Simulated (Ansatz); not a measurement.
Computed with DFT PBE, scalar-relativistic, plane waves, PAW in Ansatz. Settings: cutoff 420 eV, Γ-centred meshes spaced at most about 0.3 Å⁻¹, and about 0.25 Å⁻¹ or finer for metals (2π included), Gaussian smearing. No spin polarisation in the final relaxations.

Temperature and zero-point effects are left out. All come from trial cells, and lower structures may exist.

Question: These unrelaxed guesses for Sn₂Te₃O are each relaxed within their symmetry. Order them by the energy at which they end, lowest first.
A.

```xyz
6
Lattice="3.0676 1.7711 5.2029 -3.0676 1.7711 5.2029 0.0000 -3.5421 5.2029" Properties=species:S:1:pos:R:3 pbc="T T T"
Sn    0.0000    0.0000    1.9451
Sn    0.0000    0.0000   13.6636
Te   -1.5338   -0.8855    5.2029
Te    1.5338   -0.8855    5.2029
Te    0.0000    1.7711    5.2029
O     0.0000    0.0000    7.8044
```

B.

```xyz
6
Lattice="-2.9665 2.9665 5.7719 2.9665 -2.9665 5.7719 2.9665 2.9665 -5.7719" Properties=species:S:1:pos:R:3 pbc="T T T"
Sn    0.0000    2.9665    2.8860
Sn    2.9665    0.0000    2.8860
Te    0.0000    0.0000    7.6853
Te    0.0000    0.0000    3.8585
Te    0.0000    0.0000    0.0000
O     0.0000    0.0000    5.7719
```

C.

```xyz
6
Lattice="3.0172 1.7420 5.7061 -3.0172 1.7420 5.7061 0.0000 -3.4839 5.7061" Properties=species:S:1:pos:R:3 pbc="T T T"
Sn    0.0000    0.0000    1.7590
Sn    0.0000    0.0000   15.3594
Te    0.0000    1.7420    5.7061
Te   -1.5086   -0.8710    5.7061
Te    1.5086   -0.8710    5.7061
O     0.0000    0.0000    0.0000
```

D.

```xyz
6
Lattice="4.1356 0.0000 0.0000 0.0000 4.1356 0.0000 0.0000 0.0000 8.7798" Properties=species:S:1:pos:R:3 pbc="T T T"
Sn    2.0678    2.0678    6.3970
Sn    0.0000    0.0000    2.3726
Te    2.0678    0.0000    8.7672
Te    0.0000    2.0678    8.7672
Te    2.0678    2.0678    3.3266
O     0.0000    0.0000    5.4887
```

Answer: D (ends in P4mm, 0 meV/atom), C (ends in R-3m, 187 meV/atom), B (ends in I4/mmm, 220 meV/atom), A (ends in R-3m, 0.42 eV/atom).

Weakly bound directions are ill-defined at this level, which has no dispersion term (P4mm, R-3m at 29.8 Å³/atom), and this can change margins and order among such cells. These runs have no spin–orbit coupling, which can matter for Te. Cells relaxed within their symmetry can be saddle points. Some types were kept out of the candidates beforehand, so the set may lack a known form.
